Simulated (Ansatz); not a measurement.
CdSiN₂:
```
CdSiN2
1.0
    1.44888     0.83651     5.96599
   -1.44888     0.83651     5.96599
    0.00000    -1.67302     5.96599
Cd Si N
1 1 2
Direct
  0.50000   0.50000   0.50000
  0.00000   0.00000   0.00000
  0.61457   0.61457   0.61457
  0.38543   0.38543   0.38543
```

DFT-r²SCAN+D4 in the program Ansatz with PAW potentials gives a gap of 0.36 eV without spin–orbit coupling, maximum off the standard path, at k = (0.237, 0.404, 0.404) in fractions of the reciprocal vectors, minimum at L.

**Question.** What happens when spin–orbit coupling is switched on?

**Answer.** The gap drops by 0.01 eV, to 0.35 eV; maximum off the standard path, at k = (0.237, 0.404, 0.404) in fractions of the reciprocal vectors, minimum at L.

**Question.** Give the hole effective mass with spin–orbit coupling.

**Answer.** 0.36, 1.9, 2.4 mₑ (principal values).

Space group R-3m. The start of the workflow was typed in or built on a structure type; neither database checked (COD, Materials Project) lists it. Its standing as an ambient phase is unchecked. The cell was relaxed with r²SCAN+D4 under the symmetry of its start; its stability against distortions is not shown here. The volume moved by -44 % from the start of the relaxation.

Potentials: the earlier of the program's two PAW sets.
